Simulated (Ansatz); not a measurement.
## HfOs: stiffness from a series of strains

```
CELL_PARAMETERS angstrom
3.23900 0.00000 0.00000
0.00000 3.23900 0.00000
0.00000 0.00000 3.23900
ATOMIC_POSITIONS crystal
Hf 0.00000 0.00000 0.00000
Os 0.50000 0.50000 0.50000
```

Atoms are numbered in the order listed.

The cell comes from COD entry 1523505, which wasn't checked; take it as a given geometry.

Spin–orbit coupling is left out, though it moves levels of the heavy atoms by tenths of an eV or more.

The calculation used DFT, PBEsol, all-electron LAPW, scalar-relativistic (Ansatz 0.2.0).

Sampling and basis: a Γ-centred 10×10×10 k mesh, Fermi–Dirac smearing of 0.05 eV, basis error target 1 meV/atom, no spin polarisation.

The strain is applied along the Cartesian axes of the cell as listed (the other components stay zero). Fractional coordinates are held (clamped ions).

σ is the change of stress from the unstrained cell, which is at -3.53 GPa; tension is positive, so slopes are stress–strain coefficients at that pressure. In a metal the k mesh adds noise.

Only quantities that a quadratic follows smoothly over the whole series are listed; rougher ones are left out.

```
    εzz  σzz (GPa)  σxx (GPa)
-0.0200      -8.87      -2.68
-0.0100      -4.26      -1.30
 0.0000       0.00       0.00
 0.0200       7.71       2.37
```

**Question.** Fit the series and read off the stiffness at zero strain.

**Answer.** Least-squares fits y = p0 + p1 x + p2 x² to the rows give σzz (GPa): p1 = 414, p2 = -1500; σxx (GPa): p1 = 126, p2 = -390. So C11 = 414 GPa and C12 = 126 GPa, which gives B = (C11 + 2 C12)/3 = 222 GPa.

**Question.** One run, at εzz = 0.0100, is withheld. Predict its row.

**Answer.** The fits give 4.01, 1.22; the run gave 3.97, 1.22.
